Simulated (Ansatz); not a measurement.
## Course of a relaxation: Cd2InGaO4

A trial structure of Cd2InGaO4 was built thus: perovskite family, infinite layers (P4/mmm, No. 123) (A site Cd; B site In Ga; X site O). Its size is a rough estimate.

```
Cd In Ga O
1.0
     4.45021    0.00000    0.00000
     0.00000    4.45021    0.00000
     0.00000    0.00000    5.30643
Cd In Ga O
2 1 1 4
Cartesian
  2.2251 2.2251 1.3266
  2.2251 2.2251 3.9798
  0.0000 0.0000 0.0000
  0.0000 0.0000 2.6532
  2.2251 0.0000 0.0000
  0.0000 2.2251 0.0000
  2.2251 0.0000 2.6532
  0.0000 2.2251 2.6532
```

Level of theory: DFT PBE, scalar-relativistic, plane waves, PAW in Ansatz. Cutoff 420 eV, Gaussian smearing, Γ-centred meshes. Cell and atoms relax on a converged mesh. In metals the finer mesh still leaves noise of several meV/atom or more. The steps can't lower the symmetry of their start. No spin polarisation.

Steps on the 8×8×8 mesh (8 atoms, 16 steps). The free energy counts from the last step; the plane-wave basis is renewed at times, which shifts energy and pressure.

```
step  ΔF (meV/atom)  V (Å³/atom)  P (GPa)  largest force component (eV/Å)
   1          259.2        13.14     1.52                           0.264
   2          126.7        13.29     0.03                           0.160
   3           47.0        13.18     2.44                           0.096
   4           25.8        13.39     1.61                           0.015
   5           25.0        13.66    -0.63                           0.017
   6           24.6        13.59    -0.01                           0.051
   7           24.6        13.59    -0.01                           0.000
   8            6.3        13.59     1.54                           0.002
   9            2.2        13.81     0.59                           0.001
  10            1.8        13.96    -0.08                           0.002
  11            1.8        13.95    -0.01                           0.000
  12            0.1        13.95     0.17                           0.000
  13            0.1        13.99     0.01                           0.000
  14            0.0        13.99     0.02                           0.000
  15            0.0        14.00     0.00                           0.000
  16            0.0        14.00     0.00                           0.000
```

The relaxed structure, after a last relaxation on the converged mesh:

```cif
data_structure
_symmetry_space_group_name_H-M 'P 1'
_symmetry_Int_Tables_number 1
_cell_length_a 4.1930
_cell_length_b 4.1930
_cell_length_c 6.3641
_cell_angle_alpha 90.000
_cell_angle_beta 90.000
_cell_angle_gamma 90.000
_cell_volume 111.89
loop_
_atom_site_label
_atom_site_type_symbol
_atom_site_fract_x
_atom_site_fract_y
_atom_site_fract_z
_atom_site_occupancy
Cd1 Cd 0.50000 0.50000 0.25789 1
Cd2 Cd 0.50000 0.50000 0.74211 1
In1 In 0.00000 0.00000 0.00000 1
Ga1 Ga 0.00000 0.00000 0.50000 1
O1 O 0.50000 0.00000 0.00000 1
O2 O 0.00000 0.50000 0.00000 1
O3 O 0.50000 0.00000 0.50000 1
O4 O 0.00000 0.50000 0.50000 1
```

The symmetry stays P4/mmm (No. 123). The volume per atom grows by 6.5 %, from 13.1 to 14.0 Å³. The shortest distance goes from 2.23 Å (Ga–O and In–O) to 2.10 Å (Ga–O and In–O). The ratio c/a of the conventional cell changes by a factor of 1.27. The energy falls by about 0.25 eV/atom (the start's value is from the coarse mesh). Around Cd lie 8 O at 2.60–2.66 Å; In has 4 O at 2.10 Å; around Ga lie 4 O at 2.10 Å; O on its first site has 2 In at 2.10 Å and 4 Cd at 2.66 Å; 1 more site not described.

```json
{"Volume per atom": "13.99 Å³", "Density": "7.03 g/cm³", "Formation energy": "−0.75 eV/atom", "Gap on the 10×10×6 mesh of the 8-atom cell": "0 eV (a metal)"}
```

Formation energies are uncorrected and refer to the elements' standard structures at the same level (O₂ as a molecule).

The last run used Gaussian smearing of 0.10 eV. The cell is a metal run without spin, though a test with spin on the coarse mesh kept 0.3 μB a cell, so a magnetic state probably lies lower. Symmetry constrained the relaxation, so the result can be a saddle point. In all, the 3 runs took 19 min on 1 thread of Intel(R) Xeon(R) Processor @ 2.50GHz (Skylake/Cascade Lake), with other jobs on the host.
